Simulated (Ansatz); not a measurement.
**Sr (hcp): energy against volume**

All numbers below come from Ansatz 0.2.0, DFT, BLYP, plane waves (420 eV) with PAW, scalar-relativistic. The PAW files were generated under PBE, with cores re-solved for the functional.

The cell is scaled uniformly from the relaxed one, with fractional coordinates and shape fixed. Energies are extrapolated to zero smearing, pressures are those at the given smearing. Magnetic state: spin not included.

A Birch-Murnaghan fit gives V₀ = 56.66 Å³/atom, B₀ = 10.3 GPa, B₀′ = 3.4.

(1) What are the energy above the minimum and the pressure at 49.942 Å³/atom?

(2) What are the energy above the minimum and the pressure at 52.212 Å³/atom?

(3) What are the energy above the minimum and the pressure at 61.292 Å³/atom?

## Answers

(1) 30.8 meV/atom and 1.65 GPa as computed.

(2) 12.7 meV/atom and 1.00 GPa as computed.

(3) 10.9 meV/atom and -0.70 GPa as computed.
